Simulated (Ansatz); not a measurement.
CeO2 in the fluorite structure

The computed numbers are results of r²SCAN, scalar-relativistic (no spin polarisation) in the plane-wave PAW code Ansatz at 500 eV, 8×8×8 k-mesh, Gaussian smearing of 0.05 eV; PAW files: Ansatz's generated set soft_2.

```
Ce O
1.0
     0.00000    2.71868    2.71868
     2.71868    0.00000    2.71868
     2.71868    2.71868    0.00000
Ce O
1 2
Direct
  0.00000 0.00000 0.00000
  0.25000 0.25000 0.25000
  0.75000 0.75000 0.75000
```

The start was a prototype's sites filled with these elements; the Crystallography Open Database holds the compound in this structure.

The run above is the reference. The same cell was run again with other input settings; several of them aren't fit for production, so the rows show the settings' effect and aren't properties of the material.

```tsv
keys changed	outcome	ΔE (meV/atom)	P (GPa)	gap on the mesh (eV)	cell moment (μB)	largest force component (eV/Å)	SCF iterations	rough core-seconds	new warnings
none (reference)	converged	0.0	0.0	2.20	–	0.000	–	–	–
hamiltonian.dispersion: "d4"; basis.xc_grid: 2	converged	–	-1.2	2.20	–	0.000	13	17	–
hamiltonian.xc: "r2scan" → "pbe"; scf.mixing.preconditioner: "resta"	converged	–	2.6	1.94	–	0.000	7	5	–
accuracy: "low"; scf.lower_state_search: "light"	converged	0.0	0.0	2.20	–	0.000	13	18	–
scf.initial_density.chi_scale: 0.0; accuracy: "medium"	converged	0.0	0.0	2.20	–	0.000	14	19	–
```

These changes also left energy (to 0.1 meV/atom), pressure, gap, moment and forces as in the reference: scf.occupations.method: "gaussian" → "methfessel_paxton".

ΔE is the energy with the smearing extrapolated to zero. It is left out where the change alters the Hamiltonian or the spin treatment. The varied runs start from atomic densities (corrected by the program's trained start where that serves), with the default search for lower states unless a row changes it.

What happens with these changes: hamiltonian.xc: "r2scan" → "pbesol"?

outcome converged, P (GPa) -4.0, gap on the mesh (eV) 1.93, largest force component (eV/Å) 0.000, SCF iterations 8, rough core-seconds 4.

The pair part of a dispersion correction pulls inward (a three-body part mostly pushes out), and in metals and ionic crystals with large ions it often overbinds.

2 further runs (cut off, refused for memory, with changed atoms or starts, or in doubt) are left out.

Of the reference: For elements this heavy, spin–orbit coupling would shift levels and gaps; it isn't included here.
